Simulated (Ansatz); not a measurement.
Ti₂InN in space group P6_3/mmc (No. 194; Ti on 4f, In on 2c, N on 2a) at seven volumes, plane-wave PAW PBEsol (Ansatz code), shape and atoms relaxed at each. One row is withheld.

| V (Å³/atom) | P (GPa) |
|---|---|
| 12.753 | 17.81 |
| 13.173 | 10.79 |
| 13.594 | 4.92 |
| 14.014 | 0.00 |
| 14.435 | ? |
| 14.855 | -6.96 |
| 15.275 | -9.78 |

Q: Fit the shown pressures and predict the withheld one.

A: Third-order Birch–Murnaghan: P = (3/2)B₀(x^(7/2) − x^(5/2))[1 + (3/4)(B′ − 4)(x − 1)] with x = (V₀/V)^(2/3). Least squares on the six rows gives V₀ = 14.024 Å³/atom, B₀ = 144.2 GPa, B′ = 5.54. At V = 14.435, x = 0.9809 and P = -3.84 GPa. The run itself gave -3.72 GPa.

The workflow started from a Materials Project entry (that database holds measured and hypothetical structures alike); the Crystallography Open Database copy checked does not list it. Whether it is the stable phase at ambient conditions was not checked. The PBEsol relaxation kept the symmetry of its start; its stability against distortions is not shown here. No spin polarisation was allowed.

Potentials: the later of the program's two PAW sets.
